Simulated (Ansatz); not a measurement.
AlN:
```
CELL_PARAMETERS angstrom
      0.00000     2.17113     2.17113
      2.17113     0.00000     2.17113
      2.17113     2.17113     0.00000
ATOMIC_POSITIONS crystal
  Al 0.00000 0.00000 0.00000
  N  0.25000 0.25000 0.25000
```

x, y and z are the axes in which the lattice vectors are written.

**Question.** Give the high-frequency dielectric tensor and the Born effective charge tensors of the independent atoms from DFPT, plane-wave PAW LDA (Ansatz code).

**Answer.** 
ε∞:
```
4.54  0.00  0.00
0.00  4.54  0.00
0.00  0.00  4.54
```
Z* of atom 1 (Al), rows: field, columns: displacement, in e:
```
2.55  0.00  0.00
0.00  2.55  0.00
0.00  0.00  2.55
```
Z* of atom 2 (N), rows: field, columns: displacement, in e:
```
-2.55   0.00   0.00
 0.00  -2.55   0.00
 0.00   0.00  -2.55
```

Space group F-43m (zinc blende). The LDA relaxation kept the symmetry of its start.

Potentials: the later of the program's two PAW sets.
